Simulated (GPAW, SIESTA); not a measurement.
This is a calculation of ScSi2 for SIESTA 5.4.2. Atoms were shifted at random by some hundredths of an Å from the given cell, which wasn't relaxed again for these runs. 

ScSi2.fdf

```
SystemName                      ScSi2
SystemLabel                     ScSi2
NumberOfSpecies                 2
NumberOfAtoms                   3
%block ChemicalSpeciesLabel
  1  21 Sc
  2  14 Si
%endblock ChemicalSpeciesLabel

UseStructFile                   true

%block kgrid.MonkhorstPack
    8   0   0  0.0
    0   8   0  0.0
    0   0   7  0.0
%endblock kgrid.MonkhorstPack
XC.Functional                   GGA
XC.Authors                      PBE
PAO.BasisSize                   DZP
PAO.EnergyShift                 0.003 Ry
Mesh.Cutoff                     800 Ry
OccupationFunction              FD
ElectronicTemperature           0.05 eV
MaxSCFIterations                120
SCF.MustConverge                false
SCF.Mixer.Method                Pulay
SCF.Mixer.Weight                0.25
SCF.Mixer.History               8
SCF.DM.Tolerance                5.0e-05
SCF.H.Tolerance                 1.0e-03 eV
WriteForces                     true
Charge.Mulliken                 end
%block PAO.Basis
  Sc 5
  n=3 0 2
    3.326 0.000
  n=4 0 2
    9.168 0.000
  n=3 1 2
    3.797 0.000
  n=4 1 1
    9.168
  n=3 2 2
    7.010 0.000
%endblock PAO.Basis
```

ScSi2.STRUCT_IN

```
   3.6600000000     0.0000000000     0.0000000000
  -1.8300000000     3.1696529779     0.0000000000
   0.0000000000     0.0000000000     3.8700000000
3
1  21   -0.0001940000     0.0028230000    -0.0122770000
2  14    0.6745880000     0.3464430000     0.5095350000
2  14    0.3232120000     0.6743660000     0.4999980000
```

Potentials or basis: PseudoDojo 0.4 standard (PBE files), converted to PSML, two zetas on semicore shells, DZP (energy shift 0.003 Ry; two zetas on semicore shells).

Run with:

```bash
$ siesta < ScSi2.fdf > ScSi2.out 2>&1
```

Set up the same calculation for GPAW 26.7.0 (ASE script). Potentials or basis there: GPAW PAW data sets (gpaw-data 1.2.1), cutoff 600 eV.

As run (cutoffs and basis follow the program's own potentials, and thresholds, step limits or extra output files can differ):

run.py

```python
from ase.dft.bandgap import bandgap
from ase.io import read, write
from ase.units import GPa
from gpaw import GPAW, PW

atoms = read('POSCAR')

calc = GPAW(mode=PW(600),
            xc='PBE',
            kpts={'size': (8, 8, 7), 'gamma': True},
            occupations={'name': 'fermi-dirac', 'width': 0.05},
            nbands=21,
            convergence={'density': 1e-05, 'energy': 1e-05},
            maxiter=150,
            txt='gpaw.txt')
atoms.calc = calc
energy = atoms.get_potential_energy()
forces = atoms.get_forces()
stress = atoms.get_stress()
calc.write('gs.gpw')
write('result.traj', atoms)
print(f'Energy: {energy:.6f} eV')
print('Forces (eV/A):')
print(forces.round(4))
print('Stress (GPa):', (stress / GPa).round(3))
print('Fermi level:', round(calc.get_fermi_level(), 4), 'eV')
print(f'Gap: {bandgap(calc)[0]:.4f} eV, direct: {bandgap(calc, direct=True)[0]:.4f} eV')
```

The input POSCAR:

```
ScSi2
1.0
    3.6600000000      0.0000000000      0.0000000000
   -1.8300000000      3.1696529779      0.0000000000
    0.0000000000      0.0000000000      3.8700000000
Sc Si
1 2
Direct
   -0.0001940000      0.0028230000     -0.0122770000
    0.6745880000      0.3464430000      0.5095350000
    0.3232120000      0.6743660000      0.4999980000
```

Potentials or basis: GPAW PAW data sets (gpaw-data 1.2.1), pw.

Run with:

```bash
$ OMP_NUM_THREADS=1 python run.py
```

Both were run:

|  | SIESTA | GPAW |
| --- | --- | --- |
| Pressure | 26.8 GPa | 26.0 GPa |
| Largest force | 1.728 eV/Å | 1.690 eV/Å |
| Energy over the undisturbed cell | 23.5 meV/atom | 23.2 meV/atom |

The cell lies far from this level's equilibrium.

Pressure is positive in compression.
